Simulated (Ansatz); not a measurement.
Consider the following.

CoPdO2:
Space group R-3m, hexagonal axes (No. 166); a = b = 2.814 Å, c = 17.642 Å, α = β = 90.00°, γ = 120.00°

```
atom  site  symmetry       x       y       z
----  ----  --------  ------  ------  ------
Co      3b       -3m  0.0000  0.0000  0.5000
Pd      3a       -3m  0.0000  0.0000  0.0000
O       6c        3m  0.0000  0.0000  0.1126
```
(The calculation used a cell of 4 atoms; values per cell refer to that cell.)

This is the PBEsol-relaxed structure.

Task: All from PBEsol in the plane-wave PAW code Ansatz, unless another level is named. Predict the highest zone-centre frequency.

Result: 684 cm^-1.

Task: Give the bulk modulus (Birch–Murnaghan fit).

Result: 2240 kbar.

Symmetry was held in the PBEsol relaxation; of distortions, only those at the zone centre were tested. The workflow began spin-polarised and lost its moments. No Hubbard U is applied. As this level gives no gap, phonon frequencies hold no LO–TO term and depend on the k-mesh and smearing (Fermi–Dirac, 0.1 eV here).

Potentials: the earlier of the program's two PAW sets.
